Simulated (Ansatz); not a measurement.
According to the program Ansatz at the LDA level (PAW), Be in the hcp (Mg type) structure (P6_3/mmc) relaxes to a = 2.226 Å, c = 3.516 Å. Be has 12 nearest neighbours from 2.18 Å (anticuboctahedral).

Electronic character: metallic (no gap).

Its a lies over 2 % below tabulated measurements.

The LDA relaxation kept the symmetry of its start. Axis ratios of metals converge slowly with the k-mesh, so a and c are less sure than the volume.

Potentials: the earlier of the program's two PAW sets.
